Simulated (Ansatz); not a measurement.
Name crystals whose computed values (LDA in the plane-wave PAW code Ansatz) fall in these windows: ε0 8.2 to 11; highest Γ mode, no LO–TO term (cm⁻¹) 930 to 1200; G_Hill (GPa) 110 to 160.



| crystal | ε0 | highest Γ mode, no LO–TO term (cm⁻¹) | G_Hill (GPa) |
|---|---|---|---|
| SiO2, Pn-3m (Si on 2a, O on 4b) | 9.96 | 1084 | 135 |
Others may fit too.

Not the usual ambient phase: SiO2, Pn-3m (Si on 2a, O on 4b). The cell was relaxed under the symmetry of its start.

Potentials: the earlier of the program's two PAW sets. The files were generated under PBE; for other functionals the program regenerates the frozen cores, and for LDA and PBEsol the local potential too.
